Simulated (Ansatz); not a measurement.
Ta₂SiN:
```
CELL_PARAMETERS angstrom
      3.19220     0.00000     0.00000
     -1.59610     2.76452     0.00000
      0.00000     0.00000    12.08006
ATOMIC_POSITIONS crystal
  Si 0.33333 0.66667 0.75000
  Si 0.66667 0.33333 0.25000
  Ta 0.33333 0.66667 0.09488
  Ta 0.66667 0.33333 0.59488
  Ta 0.66667 0.33333 0.90512
  Ta 0.33333 0.66667 0.40512
  N  0.00000 0.00000 0.00000
  N  0.00000 0.00000 0.50000
```

Relaxed with PBEsol. Special points in fractions of this cell's reciprocal vectors: Γ (0.000, 0.000, 0.000); M (0.500, 0.000, 0.000); K (0.333, 0.333, 0.000); A (0.000, 0.000, 0.500); L (0.500, 0.000, 0.500); H (0.333, 0.333, 0.500).

Problem. List the band energies nearest the Fermi level at these points for PBEsol (plane waves, PAW; program Ansatz).

Solution. In eV from the Fermi level; about four levels below and three above (degenerate sets whole), none deeper than 8.9 eV; points with the same levels are listed once.

| k | below | above |
|---|---|---|
| Γ | -1.23 -1.23 -0.31 -0.30 -0.30 | 0.39 0.52 0.52 |
| M | -3.35 -3.22 -0.67 -0.05 | 0.24 0.65 0.99 |
| K | -2.23 -0.60 -0.60 -0.53 | 0.30 0.30 1.97 |
| A | -1.34 -1.34 -1.34 -1.34 -0.86 -0.86 | 0.02 0.02 0.02 0.02 |
| L | -3.30 -3.30 -0.40 -0.40 | 0.45 0.45 1.52 1.52 |
| H | -1.47 -1.47 -0.74 -0.74 | 0.45 0.45 2.49 2.49 |

Space group P6_3/mmc. The start of the workflow was typed in or built on a structure type; neither database checked (COD, Materials Project) lists it. Its standing as an ambient phase is unchecked. The cell was relaxed with PBEsol under the symmetry of its start; whether a distortion lowers the energy is not shown. The run is not spin-polarised. Scalar-relativistic: spin–orbit coupling is off unless named, which matters more the heavier the elements.

Potentials: the earlier of the program's two PAW sets. The files were generated under PBE; for other functionals the program regenerates the frozen cores, and for LDA and PBEsol the local potential too.
